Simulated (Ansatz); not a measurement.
ScPd3 (Cu3Au type, space group No. 221) at seven volumes, the program Ansatz at the LDA level (PAW), scaled uniformly. One row is withheld.

```csv
V (Å³/atom),P (GPa)
13.511,22.13
13.957,13.41
14.402,6.11
14.848,0.00
15.293,-5.12
15.739,-9.39
16.184,?
```

Problem. Fit the shown pressures and predict the withheld one.

Solution. P = (3/2)B₀(x^(7/2) − x^(5/2))[1 + (3/4)(B′ − 4)(x − 1)] with x = (V₀/V)^(2/3). Least squares on the six rows gives V₀ = 14.848 Å³/atom, B₀ = 186 GPa, B′ = 4.91. At V = 16.184, x = 0.9442 and P = -12.98 GPa. The run itself gave -12.96 GPa.

Space group Pm-3m (Cu3Au type). The first step of the workflow began from a Materials Project structure, measured or hypothetical; the Crystallography Open Database files this formula in space group No. 221, but the cells were not matched. Whether it is the stable phase at ambient conditions was not checked. The LDA relaxation kept the symmetry of its start; of distortions, only those at the zone centre were tested. The run is not spin-polarised.

Potentials: the later of the program's two PAW sets.
